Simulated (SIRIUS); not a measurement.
SIRIUS run on B₆As (R-3m, 14 atoms in the cell; from Materials Project mp-624, lattice scaled a little): self-consistent single point.

Level of theory: Wu-Cohen GGA, GBRV PBE ultrasoft pseudopotentials (plane waves; SIRIUS 7.12.0).

```xyz
14
Lattice="3.0190 1.7430 3.9011 -3.0190 1.7430 3.9011 0.0000 -3.4861 3.9011" Properties=species:S:1:pos:R:3 pbc="T T T"
B      0.0000    -1.0793     1.3866
B      0.0000     1.0793    10.3167
B      0.9347     0.5396     1.3866
B     -0.9347    -0.5396    10.3167
B     -0.9347     0.5396     1.3866
B      0.9347    -0.5396    10.3167
B      1.6586    -0.9576     7.4753
B     -1.6586     0.9576     4.2281
B      0.0000     1.9152     7.4753
B      0.0000    -1.9152     4.2281
B     -1.6586    -0.9576     7.4753
B      1.6586     0.9576     4.2281
As     0.0000     0.0000     7.0284
As     0.0000     0.0000     4.6749
```

Reference input (self-consistent single point, DFT, PBEsol, plane waves, GBRV PBEsol ultrasoft pseudopotentials): parameters.ngridk = 6 6 6; parameters.xc_functionals = [XC_GGA_X_PBE_SOL, XC_GGA_C_PBE_SOL]; parameters.gk_cutoff = 6.325 1/bohr; parameters.pw_cutoff = 14.143 1/bohr; parameters.smearing = gaussian; parameters.smearing_width = 0.0001 Ha; potentials = GBRV PBEsol ultrasoft pseudopotentials; parameters.electronic_structure_method = pseudopotential; parameters.num_bands = 28; parameters.num_mag_dims = 0; parameters.num_dft_iter = 100; parameters.energy_tol = 1e-07 Ha. This run's input differs from it in these lines:

```diff
@@ -13,3 +13,3 @@
     "electronic_structure_method": "pseudopotential",
-    "xc_functionals": ["XC_GGA_X_PBE_SOL", "XC_GGA_C_PBE_SOL"],
+    "xc_functionals": ["XC_GGA_X_WC", "XC_GGA_C_PBE"],
     "gk_cutoff": 6.325,
@@ -40,4 +40,4 @@
     "atom_files": {
-      "B": "b_pbesol_v1.4.uspp.F.UPF.json",
-      "As": "as_pbesol_v1.uspp.F.UPF.json"
+      "B": "b_pbe_v1.4.uspp.F.UPF.json",
+      "As": "as_pbe_v1.uspp.F.UPF.json"
     },
```

Log, with long lists cut:

```
[find] density tolerance         : 1e-06
[find] total energy tolerance    : 1e-07
[find] iter_solver_tol (initial) : 0.01
[find] iter_solver_tol (target)  : 1e-13
[find] num_dft_iter              : 100
Charges and magnetic moments
--------------------------------------------------------------------------------
total charge          : 46.000000
[find] | SCF iteration   0 out of 100|
[diagonalize] iterative solver tolerance (occupied, empty): 0.01 0.01
[diagonalize] average number of iterations: 2
[find] Charges and magnetic moments
[find] total charge          : 46.000000
[find] Energy
[find] smearing (-TS)                 :       0.00000000
   [... lines left out ...]

[find] Charges and magnetic moments
[find] total charge          : 46.000000
[find] Energy
[find] smearing (-TS)                 :       0.00000000
[find] Total energy                   :     -78.46436305 (Ha),    -156.92872611 (Ry)
[find] Free energy (E-TS)             :     -78.46436305 (Ha),    -156.92872611 (Ry)
[find] band gap (eV)                  :       2.72827991
[find] Efermi                         :       0.32278347
[find] iteration : 12, RMS (target) : 2.4798e-07 (1.0000e-06) , energy difference (target) : -8.9528e-13 (1.0000e-07)
[find] bands are converged : true
[find] iterative solver converged : true
[find] converged after 13 SCF iterations!
[find] Charges and magnetic moments
[find] total charge          : 46.000000
[find] Energy
[find] smearing (-TS)                 :       0.00000000
[find] Total energy                   :     -78.46436305 (Ha),    -156.92872611 (Ry)
[find] Free energy (E-TS)             :     -78.46436305 (Ha),    -156.92872611 (Ry)
[find] band gap (eV)                  :       2.72827991
[find] Efermi                         :       0.32278347
[ground_state] === stress tensor components [kbar] ===
[ground_state] === stress_total ===
[ground_state]   -94.690723   -0.000000   -0.000000
[ground_state]    -0.000000  -94.690708   -0.000000
[ground_state]    -0.000000   -0.000000  -77.821447
[ground_state] ==== total Forces in Ha/bohr =====
   [... lines left out ...]
[ground_state] atom:    9, force:      -0.0000000      0.0018689     -0.0000839
[ground_state] atom:   10, force:       0.0016185      0.0009344      0.0000839
[ground_state] atom:   11, force:      -0.0016185     -0.0009344     -0.0000839
[ground_state] atom:   12, force:       0.0000000     -0.0000000      0.0033165
[ground_state] atom:   13, force:       0.0000000      0.0000000     -0.0033165
```

The run converged in 13 iterations. SIRIUS prints the stress tensor with tension positive. Against the reference run the pressure goes from 9.53 to 8.91 GPa, the largest force goes from 0.221 to 0.199 eV/Å and the gap on the mesh goes from 2.710 to 2.728 eV.

The potentials were made for another functional than the one used. The structure comes from a collection of computed structures, made at another level of theory; the collection holds predicted forms beside known ones. Its lattice was then scaled.

Cost on one core: about 2.3 core-minutes (a rough figure).

The gap that the log prints is read on the run's mesh, which can miss the band edges or a crossing.
